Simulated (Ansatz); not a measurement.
Input and command of a plane-wave DFT calculation in Ansatz:

```yaml
crystal:
  lattice:
    - [0.0, 2.7942, 2.7942]
    - [2.7942, 0.0, 2.7942]
    - [2.7942, 2.7942, 0.0]
  atoms:
    - { symbol: Ca, position: [0.0, 0.0, 0.0] }
basis:
  ecutwfc: 420
kpoints:
  mp_grid: { grid: [6, 6, 6] }
hamiltonian:
  xc: pbesol
scf:
  occupations: { method: gaussian, width: 0.1 }
output:
  forces: true
  stress: true
  eigenvalues: true
```

```bash
ansatz run input.yaml --threads 4 --pin off --max-ram 9216MiB --backend cpu --events-out ev --progress --plain --runs-dir out
```

Processor: Arm Neoverse V1, 4 threads, on a host shared with other jobs.

Problem. How long does it run, and how much memory does it take?

Solution. About 0.32 s on 4 threads of Arm Neoverse V1 (shared host), peak memory 0.26 GiB. It solves 9 bands at 16 k points (the mesh reduced by the symmetry that the task leaves, which can be less than the crystal's) with about 869 plane waves, in 6 SCF iterations.
